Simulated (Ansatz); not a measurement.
# Comparing deformations in Sn

The calculation used DFT PBEsol+D3(BJ), scalar-relativistic, plane waves, PAW in Ansatz. The runs took a 420 eV cutoff, a Γ-centred 24×24×24 mesh and Gaussian smearing (0.15 eV). No spin polarisation. Energies are free energies at this smearing, counted from the undisturbed cell; pressure is positive in compression.

Reference structure (relaxed at this level; this form isn't the usual structure):

```
Sn
1.0
    -1.82215    1.73046    1.98682
     1.82215   -1.73046    1.98682
     1.82215    1.73046   -1.98682
Sn
1
Direct
  0.00000 0.00000 0.00000
```

The cell is strained by ε times a Voigt pattern (xx, yy, zz, yz, xz, xy; engineering shear) with fractional coordinates fixed. τ = (1/V0) dE/dε comes from the stress tensor. Of each scan, only the three points used here are listed.

```csv
pattern,ε,τ (GPa)
"(0, 1, 0, 0, 0, 0)",-0.0050,-0.36
"(0, 1, 0, 0, 0, 0)",0.0000,0.02
"(0, 1, 0, 0, 0, 0)",0.0050,0.40
"(0, 0, 1, 0, 0, 0)",-0.0150,-0.75
"(0, 0, 1, 0, 0, 0)",0.0000,0.19
"(0, 0, 1, 0, 0, 0)",0.0150,1.04
```

Which constants do the scans give, and which deformation costs least for the same size of strain tensor?

The slope dτ/dε at zero (parabola through three points) is pᵀCp: (0, 1, 0, 0, 0, 0) gives C22 = 76 GPa; (0, 0, 1, 0, 0, 0) gives C33 = 60 GPa. The size of the strain tensor, ε:ε, is ε² times 1.0, 1.0. Per unit of it the stiffnesses are 76, 60 GPa, so (0, 0, 1, 0, 0, 0) is the softest of these: at ε:ε = (1 %)² the quadratic term costs 0.47 meV/atom against 0.60 for the stiffest.

In a metal these slopes depend on the k mesh and the smearing.

Cost: 19 runs of about 10 core-minutes in all, on Arm Neoverse V1 (shared hosts).